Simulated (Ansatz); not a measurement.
## YSn3 under strain

Method: DFT PBEsol, scalar-relativistic, plane waves, PAW in Ansatz. (420 eV cutoff, 12×12×12 k-mesh, Gaussian smearing of 0.10 eV, no spin polarisation)

Starting point, cell and atoms relaxed:

```yaml
crystal:
  lattice:
    - [4.64713, 0.00000, 0.00000]
    - [0.00000, 4.64713, 0.00000]
    - [0.00000, 0.00000, 4.64713]
  atoms:
    - { symbol: Y, position: [0.00000, 0.00000, 0.00000] }
    - { symbol: Sn, position: [0.00000, 0.50000, 0.50000] }
    - { symbol: Sn, position: [0.50000, 0.00000, 0.50000] }
    - { symbol: Sn, position: [0.50000, 0.50000, 0.00000] }
```

Deformation: biaxial strain in the a-b plane, with the length and tilt of c and the atoms relaxed, all within the symmetry that the strain leaves. Energies are extrapolated to zero smearing. Stress is positive in compression, on the Cartesian axes of the cell above.

Strains computed: -3.0, -2.0, -1.0, +1.0, +2.0, +3.0 %.

At which strain does the energy stand 0.0 meV/atom over the relaxed crystal with σxx = -0.23, σyy = -0.23, σzz = 0.01 GPa?

+1.0 %.

Cost: 7 runs of about 14 core-minutes in all, on Arm Neoverse V2 (shared hosts).